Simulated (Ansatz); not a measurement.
**Property card for MgPd**

MgPd (CsCl type, Pm-3m), a = b = c = 3.104 Å, α = β = γ = 90.00°.

Space group Pm-3m (No. 221), CsCl type; conventional cell a = 3.1045 Å, b = 3.1045 Å, c = 3.1045 Å, α = 90.00°, β = 90.00°, γ = 90.00°.

Method: LDA (plane waves, PAW; program Ansatz). Structure relaxed to zero pressure with the same functional. Other levels are named where they apply.

**Cell and energy**

```json
{
  "volume_per_atom": "14.96 Å³",
  "density": "7.26 g/cm³",
  "Formation energy from the elements (no fitted shifts)": "-0.73 eV/atom"
}
```

**Electronic structure**

```json
{
 "electronic_character": "metallic (no gap)",
 "Density of states at the Fermi level": "0.44 states/eV per atom (mean over ±0.08 eV)"
}
```

**Mechanics**

```json
{
  "Bulk modulus (Birch–Murnaghan fit)": "115 GPa",
  "Pressure derivative B′": "4.5",
  "Elastic constants (relaxed ions, GPa)": "C11 = 105, C12 = 120, C44 = 69.6",
  "mechanical_stability": "unstable (C has a negative eigenvalue)"
}
```

**Phonons**

```json
{
 "highest_zone_centre_frequency": "255 cm^-1",
 "zone_centre_stability": "no imaginary mode at Γ"
}
```

The workflow started from a Materials Project entry (that database holds measured and hypothetical structures alike); the Crystallography Open Database files this formula in space group No. 221, but the cells were not matched. Its standing as an ambient phase is unchecked. Symmetry was held in the LDA relaxation. The run is not spin-polarised. As this level gives no gap, shear constants depend on the k-mesh and smearing (Fermi–Dirac, 0.1 eV here). As this level gives no gap, phonon frequencies hold no LO–TO term and depend on the k-mesh and smearing (Fermi–Dirac, 0.1 eV here). The references are the lowest solids computed at this level, not always the standard phases. Scalar-relativistic: spin–orbit coupling is off unless named, which matters more the heavier the elements.

Potentials: the later of the program's two PAW sets.
